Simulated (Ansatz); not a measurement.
Name crystals whose computed values (the program Ansatz at the LDA level (PAW)) fall in these windows: Θ_D (K) 510 to 640; B₀ by P(V) fit (GPa) 170 to 220.



| crystal | Θ_D (K) | B₀ by P(V) fit (GPa) |
|---|---|---|
| TaSi2, P6_422 (Ta on 3c, Si on 6i) | 555 | 202 |
| SrNbO3, cubic perovskite | 555 | 203 |
| Al2Ru, Fddd (Al on 16f, Ru on 8b) | 588 | 187 |
| AlNi, CsCl type | 541 | 186 |
| SnO2, rutile | 529 | 202 |
Others may fit too.

Standing as an ambient phase not checked: TaSi2, P6_422 (Ta on 3c, Si on 6i); SrNbO3, cubic perovskite; Al2Ru, Fddd (Al on 16f, Ru on 8b). All cells were relaxed under the symmetry of their starts (and spin orders); stability against distortions was not tested throughout. Rows with no word on spin ran without spin polarisation. Spin–orbit coupling is left out wherever it is not named.

Potentials: the later of the program's two PAW sets.
